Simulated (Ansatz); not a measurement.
Relaxation of a generated trial cell of Cd in the AFLOW prototype A_cI16_220_c (as in Li); 8 atoms in the cell, which starts as I-43d (No. 220), cI16; a = b = c = 7.0189 Å, α = β = γ = 90.00°. Computed with r2SCAN (plane waves to 500 eV, PAW, scalar-relativistic; Ansatz, a quantum-chemistry and plane-wave program). Γ-centred k-mesh 7×7×7 on the run's cell (coarser than for final values), Fermi–Dirac smearing 0.05 eV. This is the first round of the run. 

The optimiser's lines from the output (shortened; P is positive under compression):

```
relax step   1: F+E_penalty+E_count = -66145.53789919 eV  Δ(F+E_penalty+E_count) = +0.000e0 eV  max|allowed force component| = 1.262e-1 eV/Å  Δτ_max = 0.0000 Å  P = +1.976 GPa  Ω = 172.895 Å³  (8 SCF iters, dr2 threshold 1.00e-7 eV, accepted)
relax step   2: F+E_penalty+E_count = -66145.63010895 eV  Δ(F+E_penalty+E_count) = -9.221e-2 eV  max|allowed force component| = 1.911e-2 eV/Å  Δτ_max = 0.0812 Å  P = -0.815 GPa  Ω = 179.947 Å³  (9 SCF iters, dr2 threshold 8.00e-7 eV, accepted)
relax step   3: F+E_penalty+E_count = -66145.64563003 eV  Δ(F+E_penalty+E_count) = -1.552e-2 eV  max|allowed force component| = 7.864e-3 eV/Å  Δτ_max = 0.0222 Å  P = -0.184 GPa  Ω = 177.185 Å³  (7 SCF iters, dr2 threshold 8.00e-7 eV, accepted)
relax step   4: F+E_penalty+E_count = -66145.64768653 eV  Δ(F+E_penalty+E_count) = -2.057e-3 eV  max|allowed force component| = 8.296e-4 eV/Å  Δτ_max = 0.0116 Å  P = +0.031 GPa  Ω = 176.247 Å³  (9 SCF iters, dr2 threshold 8.48e-8 eV, accepted)
relax step   5: F+E_penalty+E_count = -66145.64760208 eV  Δ(F+E_penalty+E_count) = +8.445e-5 eV  max|allowed force component| = 5.311e-5 eV/Å  Δτ_max = 0.0009 Å  P = -0.004 GPa  Ω = 176.351 Å³  (7 SCF iters, dr2 threshold 2.34e-9 eV, accepted)
relax step   6: F+E_penalty+E_count = -66145.65090660 eV  Δ(F+E_penalty+E_count) = -3.305e-3 eV  max|allowed force component| = 6.321e-5 eV/Å  Δτ_max = 0.0000 Å  P = -0.001 GPa  Ω = 176.351 Å³  stress off target by 1.46e-3 GPa  SCF on the basis re-selected at this cell (its energy is not comparable with the rows above)  (7 SCF iters)
```

From the first to the last row the energy changes by -0.01 eV/atom and the volume by +2.0 %. The last row is marked as not comparable with the walk above it, whose basis was carried along; it does compare with step 1, since both stand on a basis selected at the nominal cutoff for their own cell.

Later rounds, restarted from the end of this one on a renewed k-mesh, logged 3 more steps and released under 0.01 eV/atom more. The final structure after all rounds: I-43d (No. 220), cI16, AFLOW prototype A_cI16_220_c (as in Li); a = b = c = 7.068 Å, α = β = γ = 90.00°. Between re-selections the logged energies stand on a plane-wave basis carried along with the cell. No spin polarisation in the result.

The run could not lose the symmetry of its start, so the end can be a saddle point.

The relaxed structure here is a generated cell of Cd: the first start was made by placing the elements on the sites of a structure type, and the end was not matched to a known phase here, so it may be hypothetical. Known forms of Cd include space group No. 194.
